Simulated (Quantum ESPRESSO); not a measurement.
# Ge7P: input and log of a self-consistent run

A calculation, not a measurement. The program is pw.x of Quantum ESPRESSO 7.5 (plane-wave density functional theory). The cell is made up: 8 atoms on a zincblende/diamond lattice, with randomly drawn elements, strain and displacements, not relaxed. PseudoDojo standard norm-conserving files (v0.5 for PBE, v0.4.1 for LDA and PBEsol) set the functional; there is no spin polarisation, spin-orbit coupling or dispersion term, and the masses in the input are unused placeholders. A spin-polarised start on this cell or one of its family kept no moment.

Input:

```
&control calculation='scf', pseudo_dir='./dojo.nc.sr.pbe.v0_5.standard.upf', outdir='./o', disk_io='medium', tprnfor=.true., tstress=.true. /
&system ibrav=0, nat=8, ntyp=2, nbnd=62, ecutwfc=77.98206166, nosym=.true., tot_charge=0,
 occupations='smearing', smearing='fd', degauss=0.0073498644
/
&electrons conv_thr=7.350e-09, electron_maxstep=60, /
ATOMIC_SPECIES
Ge 1.0 Ge.upf
P 1.0 P.upf
CELL_PARAMETERS angstrom
5.8149 0.0329 0.015
0.0331 5.854 0.0517
0.0153 0.0518 5.8143
ATOMIC_POSITIONS angstrom
Ge -0.0516 0.1307 0.0818
Ge 0.0612 2.7693 2.8891
Ge 2.9072 0.0104 2.8979
Ge 2.805 2.859 0.088
Ge 1.4602 1.4612 1.5528
Ge 1.5426 4.3787 4.5972
P 4.4625 1.6657 4.2471
Ge 4.4293 4.4737 1.5613
K_POINTS automatic
6 6 6 1 1 1
```

The log is shortened where brackets say so; the opening notice, blank lines, dates and the lines on written files are dropped, and the path of the files is cut. It prints rydbergs, bohrs and kilobars, and counts compression as positive stress.

```
     Program PWSCF v.7.5
     Parallel version (MPI & OpenMP), running on       1 processor cores
     Number of MPI processes:                 1
     Threads/MPI process:                     1
     [start-up lines left out]
     bravais-lattice index     =            0
     lattice parameter (alat)  =      10.9888  a.u.
     unit-cell volume          =    1335.4822 (a.u.)^3
     number of atoms/cell      =            8
     number of atomic types    =            2
     number of electrons       =       103.00
     number of Kohn-Sham states=           62
     kinetic-energy cutoff     =      77.9821  Ry
     charge density cutoff     =     311.9282  Ry
     scf convergence threshold =      7.3E-09
     mixing beta               =       0.7000
     number of iterations used =            8  plain     mixing
     Exchange-correlation= PBE
                           (   1   4   3   4   0   0   0)
     [axes and pseudopotential details left out]
   Cartesian axes
     site n.     atom                  positions (alat units)
         1        Ge     tau(   1) = (  -0.0088736   0.0224763   0.0140670  )
         2        Ge     tau(   2) = (   0.0105245   0.4762329   0.4968347  )
         3        Ge     tau(   3) = (   0.4999473   0.0017885   0.4983480  )
         4        Ge     tau(   4) = (   0.4823721   0.4916585   0.0151332  )
         5        Ge     tau(   5) = (   0.2511087   0.2512806   0.2670330  )
         6        Ge     tau(   6) = (   0.2652789   0.7529993   0.7905744  )
         7        P      tau(   7) = (   0.7674102   0.2864482   0.7303682  )
         8        Ge     tau(   8) = (   0.7617009   0.7693363   0.2684947  )
     number of k points=   108  Fermi-Dirac smearing, width (Ry)=  0.0073
     Number of k-points >= 100: set verbosity='high' to print them.
     Dense  grid:   124233 G-vectors     FFT dimensions: (  64,  64,  64)
     Estimated max dynamical RAM per process >     184.71 MB
     Initial potential from superposition of free atoms
     starting charge     102.9941, renormalised to     103.0000
     Starting wfcs are   67 randomized atomic wfcs
     total cpu time spent up to now is       67.7 secs
     per-process dynamical memory:   110.7 Mb
     Self-consistent Calculation
     iteration #  1     ecut=    77.98 Ry     beta= 0.70
     Davidson diagonalization with overlap
     ethr =  1.00E-02,  avg # of iterations =  3.3
     Threshold (ethr) on eigenvalues was too large:
     Diagonalizing with lowered threshold
     Davidson diagonalization with overlap
     ethr =  1.04E-04,  avg # of iterations =  7.7
     total cpu time spent up to now is      602.5 secs
     total energy              =   -1264.23162477 Ry
     estimated scf accuracy    <       0.11941917 Ry
     iteration #  2     ecut=    77.98 Ry     beta= 0.70
     Davidson diagonalization with overlap
     ethr =  1.16E-04,  avg # of iterations =  2.0
     total cpu time spent up to now is      772.5 secs
     total energy              =   -1264.23545385 Ry
     estimated scf accuracy    <       0.01646088 Ry
     iteration #  3     ecut=    77.98 Ry     beta= 0.70
     Davidson diagonalization with overlap
     ethr =  1.60E-05,  avg # of iterations =  3.2
     total cpu time spent up to now is      966.7 secs
     total energy              =   -1264.23728643 Ry
     estimated scf accuracy    <       0.01694787 Ry
     iteration #  4     ecut=    77.98 Ry     beta= 0.70
     Davidson diagonalization with overlap
     ethr =  1.60E-05,  avg # of iterations =  2.0
     total cpu time spent up to now is     1157.4 secs
     total energy              =   -1264.24081836 Ry
     estimated scf accuracy    <       0.00151848 Ry
     iteration #  5     ecut=    77.98 Ry     beta= 0.70
     Davidson diagonalization with overlap
     ethr =  1.47E-06,  avg # of iterations =  3.5
     total cpu time spent up to now is     1329.1 secs
     total energy              =   -1264.24111803 Ry
     estimated scf accuracy    <       0.00005662 Ry
     iteration #  6     ecut=    77.98 Ry     beta= 0.70
     Davidson diagonalization with overlap
     ethr =  5.50E-08,  avg # of iterations =  3.9
     total cpu time spent up to now is     1558.3 secs
     total energy              =   -1264.24113145 Ry
     estimated scf accuracy    <       0.00004121 Ry
     iteration #  7     ecut=    77.98 Ry     beta= 0.70
     Davidson diagonalization with overlap
     ethr =  4.00E-08,  avg # of iterations =  2.0
     total cpu time spent up to now is     1741.4 secs
     total energy              =   -1264.24113961 Ry
     estimated scf accuracy    <       0.00000153 Ry
     iteration #  8     ecut=    77.98 Ry     beta= 0.70
     Davidson diagonalization with overlap
     ethr =  1.49E-09,  avg # of iterations =  3.7
     total cpu time spent up to now is     1979.8 secs
     total energy              =   -1264.24113992 Ry
     estimated scf accuracy    <       0.00000029 Ry
     iteration #  9     ecut=    77.98 Ry     beta= 0.70
     Davidson diagonalization with overlap
     ethr =  2.81E-10,  avg # of iterations =  2.1
     total cpu time spent up to now is     2166.5 secs
     total energy              =   -1264.24113998 Ry
     estimated scf accuracy    <       0.00000005 Ry
     iteration # 10     ecut=    77.98 Ry     beta= 0.70
     Davidson diagonalization with overlap
     ethr =  4.64E-11,  avg # of iterations =  2.6
     total cpu time spent up to now is     2405.5 secs
     total energy              =   -1264.24114000 Ry
     estimated scf accuracy    <          9.3E-09 Ry
     iteration # 11     ecut=    77.98 Ry     beta= 0.70
     Davidson diagonalization with overlap
     ethr =  9.06E-12,  avg # of iterations =  2.0
     total cpu time spent up to now is     2611.9 secs
     End of self-consistent calculation
     Number of k-points >= 100: set verbosity='high' to print the bands.
     the Fermi energy is     8.2644 ev
!    total energy              =   -1264.24114000 Ry
     estimated scf accuracy    <          5.1E-10 Ry
     smearing contrib. (-TS)   =      -0.00591433 Ry
     internal energy E=F+TS    =   -1264.23522567 Ry
     The total energy is F=E-TS. E is the sum of the following terms:
     one-electron contribution =    -713.46457804 Ry
     hartree contribution      =     420.35525803 Ry
     xc contribution           =    -309.32450329 Ry
     ewald contribution        =    -661.80140237 Ry
     convergence has been achieved in  11 iterations
     Forces acting on atoms (cartesian axes, Ry/au):
     atom    1 type  1   force =     0.00666585   -0.01900043   -0.03348670
     atom    2 type  1   force =     0.00582424    0.09828592    0.02628303
     atom    3 type  1   force =     0.01176019   -0.00759073    0.04328730
     atom    4 type  1   force =     0.07555750    0.00779557    0.01831398
     atom    5 type  1   force =     0.01382935   -0.03130675   -0.02776235
     atom    6 type  1   force =    -0.05039219    0.03822359   -0.05449888
     atom    7 type  2   force =    -0.05112451   -0.05172336    0.04542946
     atom    8 type  1   force =    -0.01212043   -0.03468382   -0.01756583
     Total force =     0.194963     Total SCF correction =     0.000124
     Computing stress (Cartesian axis) and pressure
          total   stress  (Ry/bohr**3)                   (kbar)     P=       -3.06
   0.00001597  -0.00009934  -0.00014845            2.35      -14.61      -21.84
  -0.00009934  -0.00008044  -0.00013028          -14.61      -11.83      -19.16
  -0.00014845  -0.00013028   0.00000207          -21.84      -19.16        0.30
     init_run     :     63.89s CPU     67.60s WALL (       1 calls)
     electrons    :   2457.57s CPU   2544.13s WALL (       1 calls)
     forces       :     34.94s CPU     35.42s WALL (       1 calls)
     stress       :     99.60s CPU    100.12s WALL (       1 calls)
     [timing details left out]
     PWSCF        :  44m16.85s CPU  45m49.37s WALL
     JOB DONE.
```

In other units: free energy -17200.877 eV for the cell, pressure -0.31 GPa, largest force component 2.527 eV/Å. A rerun of this cell at 1347 eV and a 8 x 8 x 8 mesh moved values by no more than 0.003 eV in energy, 0.05 GPa in stress and 0.012 eV/Å in force.